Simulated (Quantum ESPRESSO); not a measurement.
Ti4OC3, input and log of a self-consistent run

Computed values, not a measurement. The program is pw.x of Quantum ESPRESSO 7.5 (plane-wave density functional theory). The cell is made up: 8 atoms on a rocksalt lattice, with randomly drawn elements, strain and displacements, not relaxed. PseudoDojo standard norm-conserving files (v0.5 for PBE, v0.4.1 for LDA and PBEsol) set the functional; there is no spin polarisation, spin-orbit coupling or dispersion term, and the masses in the input are unused placeholders. A spin-polarised start on this cell or one of its family kept no moment above 0.05 Bohr magneton at the same smearing; a narrower smearing was not tried.

Input:

```
&control calculation='scf', pseudo_dir='./dojo.nc.sr.pbe.v0_5.standard.upf', outdir='./o', disk_io='medium', tprnfor=.true., tstress=.true. /
&system ibrav=0, nat=8, ntyp=3, nbnd=43, ecutwfc=84.00895049, nosym=.true., tot_charge=0,
 occupations='smearing', smearing='fd', degauss=0.0073498644
/
&electrons conv_thr=7.350e-09, electron_maxstep=60, /
ATOMIC_SPECIES
C 1.0 C.upf
O 1.0 O.upf
Ti 1.0 Ti.upf
CELL_PARAMETERS angstrom
4.2424 -0.0776 0.0
-0.0776 4.2424 0.0
0.0 0.0 4.2424
ATOMIC_POSITIONS angstrom
Ti -0.1169 0.0426 0.0632
Ti 0.0124 2.0609 2.0345
Ti 2.1081 0.1155 2.0566
Ti 2.0908 2.0619 -0.113
O 2.1221 -0.053 -0.0356
C 2.2087 2.1154 2.0859
C 4.1984 -0.1119 2.0051
C 4.1784 2.1345 -0.1026
K_POINTS automatic
7 7 7 1 1 1
```

The log is shortened where brackets say so; the opening notice, blank lines, dates and the lines on written files are dropped, and the path of the files is cut. It prints rydbergs, bohrs and kilobars, and counts compression as positive stress.

```
     Program PWSCF v.7.5
     Parallel version (MPI & OpenMP), running on       1 processor cores
     Number of MPI processes:                 1
     Threads/MPI process:                     1
     [start-up lines left out]
     bravais-lattice index     =            0
     lattice parameter (alat)  =       8.0183  a.u.
     unit-cell volume          =     515.0936 (a.u.)^3
     number of atoms/cell      =            8
     number of atomic types    =            3
     number of electrons       =        66.00
     number of Kohn-Sham states=           43
     kinetic-energy cutoff     =      84.0090  Ry
     charge density cutoff     =     336.0358  Ry
     scf convergence threshold =      7.3E-09
     mixing beta               =       0.7000
     number of iterations used =            8  plain     mixing
     Exchange-correlation= PBE
                           (   1   4   3   4   0   0   0)
     [axes and pseudopotential details left out]
   Cartesian axes
     site n.     atom                  positions (alat units)
         1        Ti     tau(   1) = (  -0.0275505   0.0100398   0.0148947  )
         2        Ti     tau(   2) = (   0.0029224   0.4857051   0.4794832  )
         3        Ti     tau(   3) = (   0.4968290   0.0272206   0.4846917  )
         4        Ti     tau(   4) = (   0.4927518   0.4859408  -0.0266314  )
         5        O      tau(   5) = (   0.5001285  -0.0124908  -0.0083901  )
         6        C      tau(   6) = (   0.5205380   0.4985495   0.4915970  )
         7        C      tau(   7) = (   0.9894630  -0.0263722   0.4725544  )
         8        C      tau(   8) = (   0.9847495   0.5030509  -0.0241804  )
     number of k points=   172  Fermi-Dirac smearing, width (Ry)=  0.0073
     Number of k-points >= 100: set verbosity='high' to print them.
     Dense  grid:    53547 G-vectors     FFT dimensions: (  48,  48,  48)
     Estimated max dynamical RAM per process >      71.07 MB
     Initial potential from superposition of free atoms
     starting charge      65.9935, renormalised to      66.0000
     Starting wfcs are   56 randomized atomic wfcs
     total cpu time spent up to now is       37.1 secs
     per-process dynamical memory:    49.0 Mb
     Self-consistent Calculation
     iteration #  1     ecut=    84.01 Ry     beta= 0.70
     Davidson diagonalization with overlap
     ethr =  1.00E-02,  avg # of iterations =  2.0
     total cpu time spent up to now is      137.4 secs
     total energy              =    -542.88114590 Ry
     estimated scf accuracy    <       3.08403448 Ry
     iteration #  2     ecut=    84.01 Ry     beta= 0.70
     Davidson diagonalization with overlap
     ethr =  4.67E-03,  avg # of iterations =  6.4
     total cpu time spent up to now is      289.2 secs
     total energy              =    -541.11113892 Ry
     estimated scf accuracy    <      19.38195813 Ry
     iteration #  3     ecut=    84.01 Ry     beta= 0.70
     Davidson diagonalization with overlap
     ethr =  4.67E-03,  avg # of iterations =  6.2
     total cpu time spent up to now is      425.0 secs
     total energy              =    -543.77100643 Ry
     estimated scf accuracy    <       8.33696398 Ry
     iteration #  4     ecut=    84.01 Ry     beta= 0.70
     Davidson diagonalization with overlap
     ethr =  4.67E-03,  avg # of iterations =  2.4
     total cpu time spent up to now is      580.6 secs
     total energy              =    -544.57109383 Ry
     estimated scf accuracy    <       0.18964121 Ry
     iteration #  5     ecut=    84.01 Ry     beta= 0.70
     Davidson diagonalization with overlap
     ethr =  2.87E-04,  avg # of iterations =  6.2
     total cpu time spent up to now is      786.8 secs
     total energy              =    -544.59980888 Ry
     estimated scf accuracy    <       0.11096521 Ry
     [iterations 6 to 14 left out]
     iteration # 15     ecut=    84.01 Ry     beta= 0.70
     Davidson diagonalization with overlap
     ethr =  2.33E-09,  avg # of iterations =  4.4
     total cpu time spent up to now is     1723.3 secs
     total energy              =    -544.59482812 Ry
     estimated scf accuracy    <       0.00000105 Ry
     iteration # 16     ecut=    84.01 Ry     beta= 0.70
     Davidson diagonalization with overlap
     ethr =  1.59E-09,  avg # of iterations =  3.3
     total cpu time spent up to now is     1805.7 secs
     total energy              =    -544.59482829 Ry
     estimated scf accuracy    <       0.00000007 Ry
     iteration # 17     ecut=    84.01 Ry     beta= 0.70
     Davidson diagonalization with overlap
     ethr =  1.05E-10,  avg # of iterations =  5.4
     total cpu time spent up to now is     1924.3 secs
     total energy              =    -544.59482833 Ry
     estimated scf accuracy    <       0.00000002 Ry
     iteration # 18     ecut=    84.01 Ry     beta= 0.70
     Davidson diagonalization with overlap
     c_bands:  1 eigenvalues not converged
     ethr =  3.08E-11,  avg # of iterations =  4.4
     total cpu time spent up to now is     2041.5 secs
     total energy              =    -544.59482833 Ry
     estimated scf accuracy    <          9.5E-09 Ry
     iteration # 19     ecut=    84.01 Ry     beta= 0.70
     Davidson diagonalization with overlap
     ethr =  1.44E-11,  avg # of iterations =  2.8
     total cpu time spent up to now is     2126.8 secs
     End of self-consistent calculation
     Number of k-points >= 100: set verbosity='high' to print the bands.
     the Fermi energy is    16.6901 ev
!    total energy              =    -544.59482833 Ry
     estimated scf accuracy    <          6.6E-10 Ry
     smearing contrib. (-TS)   =      -0.00613949 Ry
     internal energy E=F+TS    =    -544.58868884 Ry
     The total energy is F=E-TS. E is the sum of the following terms:
     one-electron contribution =    -112.57389915 Ry
     hartree contribution      =      93.73516412 Ry
     xc contribution           =     -91.70325832 Ry
     ewald contribution        =    -434.04669550 Ry
     convergence has been achieved in  19 iterations
     Forces acting on atoms (cartesian axes, Ry/au):
     atom    1 type  3   force =     0.05853780   -0.01864927   -0.10869978
     atom    2 type  3   force =    -0.00363613    0.07173453    0.01774785
     atom    3 type  3   force =    -0.00270331   -0.10699998    0.00827422
     atom    4 type  3   force =    -0.00401326    0.02426610    0.03179609
     atom    5 type  2   force =    -0.01889667    0.02381111   -0.00704667
     atom    6 type  1   force =    -0.07436718    0.01565119   -0.02527277
     atom    7 type  1   force =     0.02325554    0.03046120    0.06161566
     atom    8 type  1   force =     0.02182322   -0.04027488    0.02158541
     Total force =     0.222311     Total SCF correction =     0.000076
     Computing stress (Cartesian axis) and pressure
          total   stress  (Ry/bohr**3)                   (kbar)     P=      179.94
   0.00116242   0.00036575  -0.00000860          171.00       53.80       -1.26
   0.00036575   0.00119555   0.00009754           53.80      175.87       14.35
  -0.00000860   0.00009754   0.00131171           -1.26       14.35      192.96
     init_run     :     34.60s CPU     37.01s WALL (       1 calls)
     electrons    :   2005.26s CPU   2089.71s WALL (       1 calls)
     forces       :     14.04s CPU     14.40s WALL (       1 calls)
     stress       :     60.64s CPU     61.11s WALL (       1 calls)
     [timing details left out]
     PWSCF        :  35m15.08s CPU  36m43.40s WALL
     JOB DONE.
```

In other units: free energy -7409.590 eV for the cell, pressure 17.99 GPa, largest force component 2.795 eV/Å. A rerun of the same cell at another strain at a cutoff of 1437 eV and k mesh 9 x 9 x 9 moved values by no more than 0.004 eV in energy, 0.10 GPa in stress and 0.019 eV/Å in force.